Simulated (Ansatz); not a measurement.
PbHfO3 in the cubic perovskite structure, relaxed with r2SCAN, was run in Ansatz 0.2.0 under altered settings. All numbers are computed, without spin polarisation but where a row says otherwise.

```
CELL_PARAMETERS angstrom
4.13200 0.00000 0.00000
0.00000 4.13200 0.00000
0.00000 0.00000 4.13200
ATOMIC_POSITIONS crystal
Pb 0.00000 0.00000 0.00000
Hf 0.50000 0.50000 0.50000
O 0.50000 0.50000 0.00000
O 0.50000 0.00000 0.50000
O 0.00000 0.50000 0.50000
```

The base run's other keys:
```yaml
kpoints:
  mp_grid: { grid: [4, 4, 4] }
hamiltonian:
  xc: hse06
scf:
  occupations: { method: fixed }
  n_extra_bands: 5
```

It takes 18 iterations with 1357 plane waves at 420 eV and 10 k points, and leaves a mean stress of +0.08 GPa. The gap over this mesh is 3.505 eV. It ran on 4 threads of Arm Neoverse N1 (shared host).

Outcomes, with energy and stress as changes against the base:
```
                    setting    outcome  ΔF (meV/atom)  Δ mean stress (GPa)  gap on the mesh (eV)  iterations  wall time
       hamiltonian.xc: pbe0  converged              –                  0.0                 4.176          17       30 s
      hamiltonian.xc: wpbeh  converged              –                 +0.6                 3.446          17       31 s
scf.occupations: cold 0.001  converged            0.0                  0.0                 3.505          16       31 s
```
A dash marks a value that wasn't obtained or can't be compared. Stress is positive in compression. The base took 30 s.

- hamiltonian.xc: pbe0. The mean stress moves by 0.0 GPa and the gap on the mesh by +0.672 eV (to 4.176). It's another functional on the same cell, so totals aren't comparable.
- hamiltonian.xc: wpbeh. The mean stress moves by +0.6 GPa and the gap on the mesh by -0.058 eV (to 3.446). It's another functional on the same cell, so totals aren't comparable.

Within 1 meV an atom, 0.1 GPa and 0.005 eV of the base stay: scf.occupations: cold 0.001.

Spin-orbit coupling is left out; in compounds of Pb, Bi, Tl or Hg it can lower a gap by up to about 1 eV, split its edges or invert the bands.

The stress of a hybrid is loosely converged in these runs.

The meshes of the hybrids are coarse, so their gaps aren't converged to the digits shown.
